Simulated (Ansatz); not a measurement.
Input for Ansatz (plane-wave DFT, PAW):

```yaml
crystal:
  lattice:
    - [-3.859638, -3.933613, 0.012397]
    - [0.01577, 3.905447, 3.815287]
    - [-3.834577, 3.921069, -3.846574]
  atoms:
    - { symbol: Cu, position: [0.8260472318, 0.6703935455, 0.6556791444] }
    - { symbol: Cu, position: [0.6700636819, 0.831607593, 0.3405817961] }
    - { symbol: Cu, position: [0.1715901957, 0.8262640546, 0.3290555256] }
    - { symbol: Rh, position: [0.0007476598, 0.9958739314, 0.998803949] }
    - { symbol: Ag, position: [0.3207692927, 0.1613830338, 0.6618838513] }
    - { symbol: Ag, position: [0.1705402567, 0.3329065998, 0.3328282456] }
    - { symbol: Ir, position: [0.5109763031, 0.0035812441, 0.0035605676] }
    - { symbol: Ir, position: [0.8197870577, 0.1765937459, 0.66916034] }
    - { symbol: Ir, position: [0.6780161846, 0.32964012, 0.3275138669] }
    - { symbol: Ir, position: [0.5116836929, 0.5142192711, 0.0089537567] }
    - { symbol: Ir, position: [0.9938734144, 0.5016090107, 0.9863137714] }
    - { symbol: Ir, position: [0.3358013332, 0.6704420696, 0.6783595947] }
basis:
  ecutwfc: 420
kpoints:
  mp_grid: { grid: [7, 7, 5] }
hamiltonian:
  xc: pbe
scf:
  occupations: { method: gaussian, width: 0.1 }
  n_extra_bands: 8
output:
  forces: true
  stress: true
  eigenvalues: true
  populations: true
  dos:
    method: { smearing: { sigma: 0.1, scheme: gaussian } }
    projected: true
    de: 0.02
  write_density: true
  write_potential: true
  elf: true
  volumetric_format: npy
```

Run as
```bash
ansatz run input.yaml --threads 4 --pin off --max-ram 9216MiB --backend cpu --events-out ev --progress --plain --runs-dir out
```

The calculation used DFT PBE, scalar-relativistic, plane waves, PAW in Ansatz 0.2.0.

From the run's log, abridged:

```
scf.n_extra_bands = 8 over 107 filled bands (N_el = 214.0): the run solves 115 bands
Pseudopotentials: kind: paw
Pseudopotential: Cu, paw, valence charge 19, recommended cutoff 420 eV (normal)
Pseudopotential: Rh, paw, valence charge 17, recommended cutoff 420 eV (normal)
Pseudopotential: Ag, paw, valence charge 19, recommended cutoff 420 eV (normal)
Pseudopotential: Ir, paw, valence charge 17, recommended cutoff 420 eV (normal)
Functional definition: PBE
Crystal: 12 atoms, lattice volume = 173.219 Å³
Basis set: ecut = 420 eV, 3405 PW (Γ), exchange–correlation on 80×80×90 points (8 copies of the dense FFT grid, shifted against one another)
Bands: 115, of which v1, the nominal top of the filled ones, is band 107 counted from 1 (106 counted from 0)
Symmetry: 1 space group operations
Space group: P1 (ITA 1), of the structure as read, at distance tolerance 5.6e-5 Å
k-points: 123 of 245 (time reversal used)
Initial density: superposition of atomic densities (neutral atoms: chi_scale 0, normalization atom), corrected by the library's trained network
Initial wavefunctions: pseudopotential atomic-orbital guess
Functional: x = pbe(κ = 0.804, μ = 0.21951497), c = pbe(β = 0.06672455)
SCF iter   1: F=—  HF=-113068.574061 eV  |F-HF|=—  |Δ(HF+E_count)|=         —  Δρ=8.96e-3  dr2=2.03e-1  ethr=1.77e-3  ⟨swp⟩=4.0  Hψ=42148  notcnv=0
SCF iter   2: F=—  HF=-113068.568742 eV  |F-HF|=—  |Δ(HF+E_count)|=   5.32e-3  Δρ=4.55e-3  dr2=5.53e-2  ethr=9.50e-5  ⟨swp⟩=1.0  Hψ=17589  notcnv=0
SCF iter   3: F=—  HF=-113068.565137 eV  |F-HF|=—  |Δ(HF+E_count)|=   3.60e-3  Δρ=1.24e-3  dr2=2.68e-3  ethr=2.58e-5  ⟨swp⟩=2.5  Hψ=22887  notcnv=0
SCF iter   4: F=—  HF=-113068.564784 eV  |F-HF|=—  |Δ(HF+E_count)|=   3.54e-4  Δρ=7.31e-4  dr2=1.02e-3  ethr=1.25e-6  ⟨swp⟩=2.0  Hψ=27111  notcnv=0
SCF iter   5: F=—  HF=-113068.564628 eV  |F-HF|=—  |Δ(HF+E_count)|=   1.55e-4  Δρ=1.32e-4  dr2=6.34e-5  ethr=4.78e-7  ⟨swp⟩=2.0  Hψ=17184  notcnv=0
SCF iter   6: F=—  HF=-113068.564873 eV  |F-HF|=—  |Δ(HF+E_count)|=   2.45e-4  Δρ=8.48e-5  dr2=1.55e-5  ethr=2.96e-8  ⟨swp⟩=2.1  Hψ=24287  notcnv=0
SCF iter   7: F=—  HF=-113068.564872 eV  |F-HF|=—  |Δ(HF+E_count)|=   1.02e-6  Δρ=6.89e-5  dr2=5.50e-6  ethr=7.26e-9  ⟨swp⟩=2.0  Hψ=26921  notcnv=0
SCF iter   8: F=—  HF=-113068.564871 eV  |F-HF|=—  |Δ(HF+E_count)|=   1.09e-6  Δρ=1.49e-5  dr2=5.57e-7  ethr=2.57e-9  ⟨swp⟩=2.0  Hψ=26779  notcnv=0
SCF iter   9: F=-113068.564871 eV  HF=-113068.564871 eV  |F-HF|=4.91e-8  |Δ(HF+E_count)|=   6.15e-8  Δρ=3.84e-6  dr2=5.84e-8  ethr=4.67e-11  ⟨swp⟩=9.5  Hψ=90208  notcnv=0
SCF 1 converged in 9 iterations: F = -113068.564871 eV  dr2 = 5.84e-8
SCF converged after 9 iterations
Free energy (F): -113068.564871 eV
Harris-Foulkes:  -113068.564871 eV  (|F-HF|=4.91e-8)
Internal energy: -113068.496987 eV  (E = F + TS)
E sigma→0 (E₀):  -113068.530929 eV
Entropy (-TS):   -0.067884 eV (-5.657 meV/atom)
Fermi energy:    20.783203 eV
--- Per-component energies (eV) ---
  E_band       = -2212.590417
  E_kinetic    = 6257.670504
  E_local      = -25454.919142  (includes V_loc(G=0)·N_el)
  E_nonlocal   = 2125.529169
  E_hartree    = 10796.047689
  E_xc         = -2464.475065
  E_vxc        = -2890.811047  (∫ρ·V_xc dr)
  E_paw        = -71720.760964  (= ΣΔE_a)
  E_vpaw       = -3842.159809  (= ΣTr[D̂ρ^β])
  E_aug_tail   = 0.002702  (compensation charges beyond the density's cutoff)
  E_ewald      = -32607.591880
  E_smearing   = -0.067884  (= −TS)
--- Forces (eV/Å), atoms counted from 1 ---
  atom   1  Cu    -0.00019993     0.00920773     0.00602726
  atom   2  Cu     0.00435012     0.00131377    -0.00129637
  atom   3  Cu     0.00761247     0.00386321     0.00672204
  atom   4  Rh    -0.01978336     0.01914115     0.03715230
  atom   5  Ag     0.00758232     0.01384571    -0.02344961
  atom   6  Ag     0.00312958    -0.01338283     0.00024000
  atom   7  Ir     0.03401773     0.04699021    -0.02931380
  atom   8  Ir     0.03193544    -0.02439338    -0.01432376
  atom   9  Ir    -0.03042262    -0.02812824     0.00351407
  atom  10  Ir     0.04162012    -0.07483724    -0.02182787
  atom  11  Ir    -0.06364341     0.11201339     0.04396704
  atom  12  Ir    -0.01622578    -0.06561250    -0.00742281
--- Stress (GPa, compression-positive) ---
       -0.015479      -0.230285       0.115017
       -0.230284       0.093404       0.069643
        0.115018       0.069641       0.251099
  P = ⅓ Tr σ = 0.1097 GPa (1.097 kbar)
--- Band table (eV; the first three rows and the last of 123) ---
  k-point 0: bands = ["-91.5596", "-91.5085", "-91.4529", "-71.6363", "-71.5916", "-71.4475", "-71.3408", "-71.3287", "-71.2989", "-71.0726", "-71.0580", "-57.4385", "-48.9843", "-48.9466", "-48.9152", "-48.8816", "-48.8698", "-48.8564", "-48.8551", "-48.8458", "-48.7758", "-34.8819", "-34.8290", "-34.8144", "-34.7897", "-34.7796", "-34.7516", "-28.8860", "-28.6698", "-28.5858", "-28.4870", "-28.4562", "-28.3911", "-28.3520", "-28.3104", "-28.2154", "-28.1820", "-28.1303", "-28.0560", "-28.0240", "-27.9380", "-27.9224", "-27.8626", "-27.8307", "-27.8143", "-25.4364", "-25.4044", "-25.1592", "11.3799", "13.6794", "14.0301", "14.2500", "14.2863", "14.3626", "14.4697", "14.6298", "14.6808", "14 ...
  k-point 1: bands = ["-91.5596", "-91.5085", "-91.4529", "-71.6363", "-71.5916", "-71.4476", "-71.3407", "-71.3288", "-71.2989", "-71.0725", "-71.0580", "-57.4385", "-48.9843", "-48.9466", "-48.9152", "-48.8816", "-48.8698", "-48.8564", "-48.8551", "-48.8458", "-48.7758", "-34.8819", "-34.8290", "-34.8144", "-34.7897", "-34.7795", "-34.7515", "-28.8847", "-28.6768", "-28.5877", "-28.4858", "-28.4559", "-28.3767", "-28.3519", "-28.3097", "-28.2189", "-28.1859", "-28.1303", "-28.0550", "-28.0259", "-27.9385", "-27.9237", "-27.8623", "-27.8305", "-27.8136", "-25.4364", "-25.4044", "-25.1592", "11.5408", "13.4539", "13.9953", "14.2280", "14.2871", "14.3468", "14.4417", "14.5393", "14.6289", "14 ...
  k-point 2: bands = ["-91.5596", "-91.5085", "-91.4529", "-71.6363", "-71.5916", "-71.4476", "-71.3405", "-71.3291", "-71.2988", "-71.0725", "-71.0580", "-57.4385", "-48.9843", "-48.9466", "-48.9152", "-48.8816", "-48.8698", "-48.8564", "-48.8551", "-48.8458", "-48.7758", "-34.8819", "-34.8290", "-34.8145", "-34.7898", "-34.7794", "-34.7515", "-28.8826", "-28.6877", "-28.5902", "-28.4844", "-28.4557", "-28.3518", "-28.3509", "-28.3087", "-28.2281", "-28.1916", "-28.1302", "-28.0529", "-28.0295", "-27.9391", "-27.9258", "-27.8617", "-27.8303", "-27.8125", "-25.4364", "-25.4044", "-25.1592", "11.9626", "12.8723", "13.9378", "14.1046", "14.1963", "14.3072", "14.5089", "14.6200", "14.7518", "14 ...
  k-point 122: bands = ["-91.5596", "-91.5085", "-91.4529", "-71.6341", "-71.5935", "-71.4469", "-71.3408", "-71.3290", "-71.2992", "-71.0728", "-71.0582", "-57.4386", "-48.9843", "-48.9464", "-48.9152", "-48.8815", "-48.8672", "-48.8572", "-48.8561", "-48.8458", "-48.7766", "-34.8811", "-34.8280", "-34.8137", "-34.7895", "-34.7796", "-34.7516", "-28.7906", "-28.6462", "-28.5910", "-28.4916", "-28.4252", "-28.3799", "-28.3681", "-28.3028", "-28.2665", "-28.1904", "-28.1550", "-28.0692", "-28.0106", "-27.9852", "-27.9374", "-27.8595", "-27.8321", "-27.8151", "-25.4436", "-25.4183", "-25.1594", "12.6237", "14.2199", "14.4091", "14.6985", "14.7279", "14.8485", "14.9396", "15.0844", "15.2042", " ...
--- Löwdin populations: 12 sites ---
  site symbol q [e]
     0     Cu     18.6305
     1     Cu     18.6475
     2     Cu     18.6704
     3     Rh     17.1535
     4     Ag     18.6258
     5     Ag     18.6441
     6     Ir     16.8614
     7     Ir     16.9201
     8     Ir     17.0433
     9     Ir     16.9173
    10     Ir     16.8508
    11     Ir     17.0214
  spilling = 0.009411 (of n_electrons = 214.000000)
```

The calculation finished and met its thresholds.

It took 47 s on 4 threads of Intel(R) Xeon(R) Platinum 8559C (Emerald Rapids), with other jobs on the host, peak memory 2.1 GiB.

Spin-orbit coupling is left out, which matters for the bands of heavy elements.